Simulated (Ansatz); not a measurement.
Relaxed-ion elastic tensor of BaTiO$_{3}$ (cubic perovskite, Pm-3m) in GPa (Voigt order), LDA in the plane-wave PAW code Ansatz; density 6.35 g/cm³, 12.19 Å³ per atom.

```
     1    2    3    4    5    6
-  ---  ---  ---  ---  ---  ---
1  349  119  119  0.0  0.0  0.0
2  119  349  119  0.0  0.0  0.0
3  119  119  349  0.0  0.0  0.0
4  0.0  0.0  0.0  132  0.0  0.0
5  0.0  0.0  0.0  0.0  132  0.0
6  0.0  0.0  0.0  0.0  0.0  132
```

Question: Is the crystal mechanically stable?

Answer: Yes: the smallest eigenvalue of C is 132 GPa.

Question: Work out the Voigt, Reuss and Hill averages.

Answer: K_V = 195, K_R = 195, K_H = 195; G_V = 125, G_R = 125, G_H = 125 GPa.

Question: Give Young's modulus, Poisson's ratio, Pugh's ratio and the universal anisotropy index.

Answer: E = 9KG/(3K + G) = 309 GPa; ν = 0.24; K/G = 1.56 (brittle by the Pugh limit of 1.75); A_U = 5G_V/G_R + K_V/K_R − 6 = 0.02.

Question: Estimate the sound speeds and the Debye temperature.

Answer: v_l = √((K + 4G/3)/ρ) = 7550 m/s, v_t = √(G/ρ) = 4430 m/s, mean 4920 m/s; Θ = (h/k)(3n/4πV)^(1/3) v_m = 636 K.

Question: Give the Zener ratio and Young's modulus along [100], [110] and [111].

Answer: A = 2C44/(C11 − C12) = 1.15; 1/E = S11 − 2(S11 − S12 − S44/2)Γ with Γ = 0, 1/4, 1/3 gives 289, 314, 323 GPa.

Question: Solve the Christoffel equation for the three sound speeds along [100], [110], [111].

Answer: Eigenvalues of C_ijkl n_j n_l equal ρv². In km/s, slowest first: [100] 4.56, 4.56, 7.41; [110] 4.26, 4.56, 7.59; [111] 4.36, 4.36, 7.65.

This is a known high-temperature phase of the composition, computed here at zero pressure and temperature. The LDA relaxation kept the symmetry of its start. At this level the phase is dynamically unstable (imaginary phonons). No spin polarisation was allowed. Scalar-relativistic: spin–orbit coupling is off unless named, which matters more the heavier the elements.

Potentials: the earlier of the program's two PAW sets. The files were generated under PBE; for other functionals the program regenerates the frozen cores, and for LDA and PBEsol the local potential too.
